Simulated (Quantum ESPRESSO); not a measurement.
# Zr3NbIn3Ru: one composition in several site orders

A calculation, not a measurement. The program is pw.x of Quantum ESPRESSO 7.5 (plane-wave density functional theory). The cell is made up: eight metal atoms on a face-centred cubic lattice, with elements, volume, strain and displacements drawn at random and not relaxed, so it may be unstable or far from any real phase. PseudoDojo standard norm-conserving files set the functional (PBE unless stated); there is no spin polarisation or spin-orbit coupling, the Fermi-Dirac width of 0.25 eV means electrons at about 2900 K, and the masses in the input are unused placeholders. A spin test at this wide smearing found no moment, but such smearing suppresses magnetism that the real alloy may have.

The runs put one composition on the sites in different orders. Cell, positions, cutoff, mesh and smearing stay as in the input of run 1; sites are counted in its order. Stress in the tables is positive in tension.

Input of run 1:

```
&control calculation='scf', pseudo_dir='./dojo.nc.sr.pbe.v0_5.standard.upf', outdir='./o', disk_io='minimal', tprnfor=.true., tstress=.true. /
&system ibrav=0, nat=8, ntyp=4, nbnd=66, ecutwfc=84.00895049, nosym=.true., tot_charge=0,
 occupations='smearing', smearing='fd', degauss=0.0183746611
/
&electrons conv_thr=1.470e-08, electron_maxstep=70, mixing_beta=0.5 /
ATOMIC_SPECIES
In 1.0 In.upf
Nb 1.0 Nb.upf
Ru 1.0 Ru.upf
Zr 1.0 Zr.upf
CELL_PARAMETERS angstrom
-4.3516 0.033 -0.0099
0.0429 -4.3792 4.3044
-0.0446 6.5405 2.1239
ATOMIC_POSITIONS angstrom
Zr 0.0391 0.0757 -0.087
Nb -0.0226 2.1173 2.1692
In -0.009 -2.1644 2.19
In -0.086 -0.0271 4.2626
Zr -2.1201 4.2933 2.1239
In -2.1895 -0.0327 2.2313
Zr -2.2115 2.1681 4.2872
Ru -2.1861 -2.1728 4.2746
K_POINTS automatic
5 4 4 1 1 1
```

| run | elements on sites 1 to 8 | free energy less that of run 1 (eV) | -TS (eV) | pressure (GPa) | stress xx (GPa) | stress yy (GPa) | stress zz (GPa) | stress yz (GPa) | stress xz (GPa) | stress xy (GPa) | iterations |
| --- | --- | --- | --- | --- | --- | --- | --- | --- | --- | --- | --- |
| 1 | Zr Nb In In Zr In Zr Ru | 0.000 | -1.693 | 1.99 | -0.01 | -2.56 | -3.40 | 1.32 | 0.41 | -0.52 | 15 |
| 2 | Ru In Zr In Nb Zr In Zr | 0.035 | -1.542 | 2.60 | -2.36 | -1.78 | -3.68 | -0.74 | 0.67 | -0.44 | 15 |
| 3 | Zr Ru Zr Nb Zr In In In | -0.313 | -1.577 | 1.74 | -0.54 | -1.32 | -3.35 | 0.15 | -0.13 | -1.41 | 16 |
| 4 | Nb Zr Zr In Zr In Ru In | -0.254 | -1.597 | 2.28 | -1.23 | -4.19 | -1.43 | -0.93 | 0.23 | -0.99 | 16 |
| 5 | In In Zr Zr In Ru Zr Nb | -0.530 | -1.525 | 2.67 | -0.67 | -3.68 | -3.65 | -0.57 | 1.12 | -0.56 | 16 |
| 6 | Ru Zr Zr In In Zr In Nb | -0.028 | -1.667 | 2.87 | -1.80 | -4.12 | -2.68 | -1.11 | -0.32 | -0.17 | 15 |

Forces Fx Fy Fz (eV/Å):

| site | run 1 | run 2 | run 3 | run 4 | run 5 | run 6 |
| --- | --- | --- | --- | --- | --- | --- |
| 1 | -0.13 0.37 1.21 | -0.20 0.01 0.38 | -0.61 -0.37 1.40 | -0.11 -1.26 -0.91 | -0.40 -0.25 1.24 | -0.02 0.31 0.12 |
| 2 | 0.05 0.71 -0.50 | 0.10 0.09 -0.98 | -0.07 0.16 0.09 | 0.24 -0.15 0.01 | 0.04 -0.64 -0.56 | 0.08 -0.21 -1.25 |
| 3 | 0.28 -0.44 -0.24 | 0.29 -0.74 -1.00 | 0.23 -0.18 -1.12 | 0.17 -0.56 -0.06 | 0.34 0.76 -0.63 | 0.24 -0.03 0.52 |
| 4 | 0.69 -0.57 0.83 | 0.82 0.38 1.40 | 0.81 0.20 0.59 | 0.70 1.18 1.04 | 0.56 -0.28 -0.41 | 0.71 -0.18 0.83 |
| 5 | -0.90 -0.54 -0.04 | -0.61 0.78 0.20 | -0.58 -0.39 -0.51 | -0.99 1.20 0.30 | -0.79 0.76 0.36 | -0.64 0.82 0.06 |
| 6 | -0.11 0.44 -1.05 | -0.27 0.74 -1.85 | -0.04 0.81 -0.85 | -0.15 0.73 -0.89 | -0.03 -0.08 -0.04 | -0.20 0.03 -1.58 |
| 7 | 0.12 0.24 -0.26 | -0.04 0.35 1.19 | 0.14 -0.44 -0.87 | 0.03 0.26 0.50 | 0.06 -0.48 -0.33 | -0.02 0.45 1.02 |
| 8 | 0.00 -0.21 0.07 | -0.08 -1.61 0.66 | 0.12 0.22 1.26 | 0.11 -1.39 0.00 | 0.21 0.22 0.38 | -0.15 -1.20 0.28 |

The sites are displaced and not relaxed, so the energy differences mix bonding between neighbours with strain and are not ordering energies. A rerun of one cell of this series at a higher cutoff and on a denser mesh moved values by no more than 0.002 eV in energy, 0.04 GPa in stress and 0.006 eV/Å in force, and a second program with other atomic files agreed on that cell to 2 % rms in force and 0.5 GPa in pressure.